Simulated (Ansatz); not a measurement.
CoBi3:
```
CELL_PARAMETERS angstrom
      8.95458     0.00000     0.00000
      0.00000     4.04336     0.00000
      0.00000     0.00000    11.86304
ATOMIC_POSITIONS crystal
  Co 0.08772 0.25000 0.47921
  Co 0.91228 0.75000 0.52079
  Co 0.41228 0.75000 0.97921
  Co 0.58772 0.25000 0.02079
  Bi 0.41073 0.25000 0.82984
  Bi 0.58927 0.75000 0.17016
  Bi 0.08927 0.75000 0.32984
  Bi 0.91073 0.25000 0.67016
  Bi 0.30166 0.25000 0.10120
  Bi 0.69834 0.75000 0.89880
  Bi 0.19834 0.75000 0.60120
  Bi 0.80166 0.25000 0.39880
  Bi 0.37017 0.25000 0.40943
  Bi 0.62983 0.75000 0.59057
  Bi 0.12983 0.75000 0.90943
  Bi 0.87017 0.25000 0.09057
```

Relaxed with r²SCAN.

Question: Give the Bader charges and basin volumes of the independent atoms, plane-wave PAW r²SCAN (Ansatz code).

Answer: 

```tsv
atom	Bader charge (e)	Bader volume (Å³)
Co1	-0.28	13.0
Bi5	+0.13	30.4
Bi9	+0.15	29.5
Bi13	0.00	34.6
```

Space group Pnma. The workflow started from a Materials Project entry (that database holds measured and hypothetical structures alike); the Crystallography Open Database copy checked does not list it. Its standing as an ambient phase is unchecked. Symmetry was held in the r²SCAN relaxation; its stability against distortions is not shown here. No spin polarisation was allowed. Its formation energy is positive at this level, so the cell may be metastable or incomplete. Spin–orbit coupling is left out wherever it is not named.

Potentials: the later of the program's two PAW sets.
